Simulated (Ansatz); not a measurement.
Given:

K2NaAlH6:
Space group Fm-3m (No. 225); a = b = c = 8.0085 Å, α = β = γ = 90.00°

| atom | site | symmetry | x | y | z |
|---|---|---|---|---|---|
| K | 8c | -43m | 0.2500 | 0.2500 | 0.2500 |
| Na | 4b | m-3m | 0.5000 | 0.5000 | 0.5000 |
| Al | 4a | m-3m | 0.0000 | 0.0000 | 0.0000 |
| H | 24e | 4m.m | 0.0000 | 0.0000 | 0.2210 |
(The calculation used a cell of 10 atoms; values per cell refer to that cell.)

This is the PBEsol-relaxed structure.

Task: All from PBEsol (plane waves, PAW; program Ansatz), unless another level is named. Give the Bader charges.

Result: K +0.77, Na +0.79, Al +2.24, H -0.76 e.

Task: Next, the Born charges (a third of the trace)?

Result: K +1.05, Na +1.06, Al +1.99, H -0.86 e.

Task: Next, the electronic dielectric constant ε∞ (DFPT)?

Result: 3.36.

The first step of the workflow began from a Materials Project structure, measured or hypothetical; the Crystallography Open Database copy checked does not list it. Its standing as an ambient phase is unchecked. The PBEsol relaxation kept the symmetry of its start; whether a distortion lowers the energy is not shown.

Potentials: the later of the program's two PAW sets.
